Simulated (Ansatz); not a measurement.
Below is a relaxed structure of KAl3H9. The cell was found from a structure generator's guess, not taken from experiment.

Computed with DFT PBE, scalar-relativistic, plane waves, PAW in Ansatz. Cutoff 420 eV, Γ-centred mesh, Gaussian smearing, no spin polarisation.

```
K Al H
1.0
     3.56529    0.00000    0.00000
     0.00000    6.76442    0.00000
     0.00000    0.00000    5.79865
K Al H
1 3 9
Direct
  0.50000 0.50000 0.46597
  0.00000 0.24650 0.00345
  0.00000 0.75350 0.00345
  0.00000 0.00000 0.53424
  0.50000 0.25104 0.01784
  0.00000 0.00000 0.91733
  0.00000 0.50000 0.09228
  0.00000 0.18626 0.30304
  0.00000 0.28381 0.71253
  0.50000 0.74896 0.01784
  0.00000 0.81374 0.30304
  0.00000 0.71619 0.71253
  0.50000 0.00000 0.56792
```

Energies over the elements count from the elements' standard structures at the same level (H₂ as a molecule), with no fitted energy shifts.

**Question.** Find its symmetry and describe it.

**Answer.** Pmm2 (No. 25). Conventional cell: a = 3.565 Å, b = 6.764 Å, c = 5.799 Å. Around K lie 10 H at 2.71–2.93 Å and 2 H at 3.10 Å; Al on a site of symmetry m has 6 H at 1.71–1.79 Å; Al on a site of symmetry mm2 is surrounded by 4 H at 1.79–1.84 Å and 3 H at 2.18–2.22 Å; around H on a site of symmetry m lie 2 Al at 1.78 Å, 8 H at 2.47–2.53 Å, 1 K at 3.10 Å and 1 H at 3.11 Å; 5 more sites not described.

**Question.** How far does it lie from the elements in energy?

**Answer.** −0.01 eV/atom. The formation energy is too near zero to say whether this cell lies below the elements.

**Question.** Is it a metal?

**Answer.** Yes, bands cross the Fermi level on the 10×6×8 mesh, though with few states there, as in a semimetal.

The last run used a 10×6×8 mesh (in the run's order of axes) for its 13-atom cell and Gaussian smearing of 0.10 eV. The k mesh leaves some 4 meV/atom of noise in the energy of each metallic cell. The cell is a metal run without spin; a magnetic state may lie lower. With hydrogen, zero-point motion can shift formation energies by some tens of meV/atom. A later test with randomly moved atoms came back to the same energy, though modes that don't fit the test's cell weren't probed.
